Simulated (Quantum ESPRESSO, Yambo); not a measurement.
AgI (wurtzite, space group P6_3mc, No. 186) under biaxial strain (along x and y, z relaxed), counted from the cell relaxed with PBEsol, atoms relaxed at each step. norm-conserving PBEsol (Quantum ESPRESSO, 82 Ry, no spin-orbit coupling); G0W0 in Yambo (3×3×2 Γ-centred k mesh, bands 9 to 204 and a 7 Ry block in the screening, 204 bands in G with the Bruneval-Gonze terminator, plasmon pole fitted at 27.2 eV).

```tsv
strain (%)	PBEsol gap (eV)	kind	G0W0 direct gap (eV)
-2	1.19	direct	2.32 at Γ
-1	1.21	direct	2.35 at Γ
0	1.23	direct	2.37 at Γ
+1	1.24	direct	2.40 at Γ
+2	?	direct	?
```

Problem. Estimate the withheld gaps from the other strains; the computed values follow.

Solution. 
- +2, PBEsol gap (eV): 1.25
- +2, G0W0 direct gap (eV): 2.41 at Γ

GW, BSE and RPA settings are held fixed; their convergence isn't established. Strains are linear. The screening block changes size along the series (313 vectors at -2 %, 289 vectors at -1 %, 299 vectors at +0 %, 299 vectors at +1 %, 311 vectors at +2 %), which puts steps into the G0W0 values. Spin-orbit coupling is left out, which matters for elements this heavy: edges can move by tenths of an eV. Axes are Cartesian, with cell vectors (Å) (4.56, 0.00, 0.00), (-2.28, 3.95, 0.00), (0.00, 0.00, 7.44).
